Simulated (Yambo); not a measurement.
Yambo run on a free-standing WS$_{2}$ monolayer (symmetry P-6m2, slab cell 16.1 Å high). The wavefunctions come from this Quantum ESPRESSO step (LDA, PseudoDojo standard norm-conserving files, scalar-relativistic):

```
&CONTROL
  calculation = 'nscf'
  pseudo_dir = './pseudo'
  outdir = './out'
/
&SYSTEM
  ibrav = 0
  nat = 3
  ntyp = 2
  ecutwfc = 70.0
  ecutrho = 280.0
  occupations = 'fixed'
  force_symmorphic = .true.
  nbnd = 105
  assume_isolated = '2D'
/
&ELECTRONS
  conv_thr = 3.0000000000000004e-09
  diago_full_acc = .true.
  diago_thr_init = 1e-08
/
ATOMIC_SPECIES
S 32.0600 S.upf
W 183.8400 W.upf
CELL_PARAMETERS angstrom
  3.123052757659   0.000000000000   0.000000000000
 -1.561526378830   2.704643025492   0.000000000000
  0.000000000000   0.000000000000  16.100000000000
ATOMIC_POSITIONS crystal
S   0.000000000000   0.000000000000  -0.096873097500
S   0.000000000000   0.000000000000   0.096873097500
W   0.666666666667   0.333333333333   0.000000000000
K_POINTS automatic
9 9 1 0 0 0
```

Yambo input:

```
rim_cut
gw0
dyson
el_el_corr
HF_and_locXC
ppa
em1d
rim_w
RandQpts= 1000000
RandGvec= 2 Ry
CUTGeo= "slab z"
EXXRLvcs= 70 Ry
VXCRLvcs= 280 Ry
Chimod= "HARTREE"
% BndsRnXp
 2 | 104 |
%
NGsBlkXp= 7 Ry
% LongDrXp
 1.0 | 1.0 | 0.0 |
%
RandGvecW= 1000 mRy
PPAPntXp= 27.2114 eV
% GbndRnge
 1 | 104 |
%
GTermKind= "BG"
DysSolver= "n"
ExtendOut
% QPkrange
 1 | 1 | 13 | 14 |
 12 | 12 | 13 | 14 |
%
```

k points by index: 1 = Γ, 12 = K.

Resulting energies as the program prints them:

```
#    K-point    Band    Eo [eV]    E [eV]    E-Eo [eV]    Vxc [eV]    Vnlxc [eV]    Sc|Eo [eV]    Sc|E [eV]    dSc/dw|Eo [eV]    Re(Z)    Im(Z)
#
    1    13    -0.159957    -0.354668    -0.194711    -14.41228    -15.32466    0.659545    0.717662    -8.116793    0.770239    -0.002261
    1    14    3.056876    3.777606    0.720731    -15.14085    -10.52966    -3.670140    -3.890460    -8.315851    0.765924    -0.002242
    12    13    0.000000    -0.064856    -0.064856    -15.33146    -15.72602    0.310394    0.329709    -8.092631    0.770768    -0.002032
    12    14    1.992982    2.902897    0.909915    -16.50658    -12.13403    -3.194173    -3.462639    -8.027112    0.772201    -0.002008
```
(The two width columns are left out.) Convergence of these settings isn't established.

Spin-orbit coupling is not included.

Geometry relaxed with LDA.
